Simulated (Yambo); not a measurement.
CsNO₃ (space group Pmmn, No. 59), G0W0@PBEsol in Yambo with this input:

```
rim_cut
gw0
dyson
el_el_corr
HF_and_locXC
ppa
em1d
RandQpts= 1000000
RandGvec= 1 Ry
EXXRLvcs= 84 Ry
VXCRLvcs= 336 Ry
Chimod= "HARTREE"
% BndsRnXp
 1 | 321 |
%
NGsBlkXp= 8 Ry
% LongDrXp
 1.0 | 1.0 | 1.0 |
%
PPAPntXp= 27.2114 eV
% GbndRnge
 1 | 321 |
%
GTermKind= "BG"
DysSolver= "n"
ExtendOut
```

On a 2×2×2 mesh, with wavefunctions cut at 84 Ry, the gap ((0, 0, -0.5) → (0, 0, -0.5)) is 6.898 eV and the valence edge shifts by -1.628 eV.

### Question
What happens with this change: 1 Ry block?

### Answer
The gap rises by 1.110 eV, to 8.008 eV; the shift of the valence edge becomes -2.569 eV. Neither run is shown to be the converged limit.

Geometry of the Materials Project entry, not relaxed at this level; primitive cell a = 5.550 Å, b = 6.155 Å, c = 5.079 Å, α = β = γ = 90.00°.

The structure is a Materials Project entry; no match was found in the copy of COD used, and its stability was not checked.

A shift is the quasiparticle energy of the state minus its PBEsol energy.
